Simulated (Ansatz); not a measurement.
BiBr in space group C2/m (No. 12; Pearson symbol mS32), r²SCAN+D4 (plane waves, PAW; program Ansatz). The conduction-band minimum lies at V, with 1 equivalent valley. Second derivatives d²E/dk² of the lowest band at one valley (eV·Å²), along Cartesian directions:

```csv
direction,d²E/dk²
[100],61.57
[010],31.55
[001],9.770
[110],46.54
[101],35.72
[011],16.84
```

Task: Find the principal effective masses, the density-of-states mass and the conductivity mass.

Result: Off-diagonal terms follow from H_xy = H[110] − (H_xx + H_yy)/2, and m*/mₑ = 7.620 eV·Å² over each eigenvalue: 0.12, 0.24, 0.84. One valley's DOS mass (m₁m₂m₃)^(1/3) = 0.29, conductivity mass 3/(Σ 1/mᵢ) = 0.22 mₑ.

Task: What effective density of states Nc follows at 300 K for parabolic valleys?

Result: Nc = 2.509e19 × 1 × (0.29)^(3/2) ≈ 3.9e18 cm⁻³.

The first step of the workflow began from a Materials Project structure, measured or hypothetical; the Crystallography Open Database files this formula in space group No. 12, but the cells were not matched. Its standing as an ambient phase is unchecked. Symmetry was held in the r²SCAN+D4 relaxation; whether a distortion lowers the energy is not shown. Point labels and valley counts follow the cell and symmetry of the run, lower than the named group. Spin–orbit coupling is left out wherever it is not named.

Potentials: the later of the program's two PAW sets.

Edges and masses are those of Kohn–Sham bands, whose gap is no quasiparticle gap.
